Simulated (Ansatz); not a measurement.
Here is the system:

SnSeS:
```yaml
crystal:
  lattice:
    - [3.74628, 0.00000, 0.00000]
    - [-1.87314, 3.24437, 0.00000]
    - [0.00000, 0.00000, 6.14536]
  atoms:
    - { symbol: Sn, position: [0.33333, 0.66667, 0.00780] }
    - { symbol: Se, position: [0.00000, 0.00000, 0.74912] }
    - { symbol: S, position: [0.66667, 0.33333, 0.24308] }
```

This is the r²SCAN+D4-relaxed structure. Cartesian axes are those of the cell as given.

Problem. All from plane-wave PAW r²SCAN+D4 (Ansatz code), unless another level is named. Give the gap with spin–orbit coupling.

Solution. 1.12 eV.

Problem. Next, the HSE06 gap on the r²SCAN+D4 cell?

Solution. 1.64 eV.

Problem. What about the conduction-band minimum?

Solution. off the standard path, at k = (0.000, 0.464, 0.336) in fractions of the reciprocal vectors.

Space group P3m1. The workflow started from a Materials Project entry (that database holds measured and hypothetical structures alike); the Crystallography Open Database copy checked does not list it. With Se and S taken as one species the cell has the higher symmetry P-3m1, so it may be an ordered model of a mixed-site phase. Whether it is the stable phase at ambient conditions was not checked. The cell was relaxed with r²SCAN+D4 under the symmetry of its start; whether a distortion lowers the energy is not shown. Scalar-relativistic: spin–orbit coupling is off unless named, which matters more the heavier the elements.

Potentials: the later of the program's two PAW sets.
